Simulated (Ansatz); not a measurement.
WS2 in space group Pa-3 (No. 205; W on 4a, S on 8c), DFT-PBE in the program Ansatz with PAW potentials, all energies at zero smearing, with the estimated change up to a 700 eV cutoff added, with one set of potentials and settings (totals compare only within such a set). Cell of 12 atoms (4 W, 8 S): -48762.027 eV.

```tsv
element	reference phase	E (eV/atom)
W	Im-3m, 1 atoms in the cell	-10385.9177
S	Fddd, 32 atoms in the cell	-902.0602
```

Formation energy per atom, worked out: (-48762.027 − 4×(-10385.9177) − 8×(-902.0602))/12 = -0.156 eV/atom (-15 kJ per mol of atoms), at 0 K, without zero-point energy or fitted corrections.

The start of the workflow was typed in or built on a structure type; neither database checked (COD, Materials Project) lists it. It is not the phase usual at ambient conditions (space group No. 194). Symmetry was held in the PBE relaxation; its stability against distortions is not shown here. Spin order of the final state: ferromagnetic, chosen from 2 collinear starts compared on coarse meshes (ties went to the first, and starts can fall back to one state), not a proven ground state. No Hubbard U is applied. The references are the lowest solids computed at this level, not always the standard phases. Spin–orbit coupling is left out wherever it is not named.

Potentials: the earlier of the program's two PAW sets.
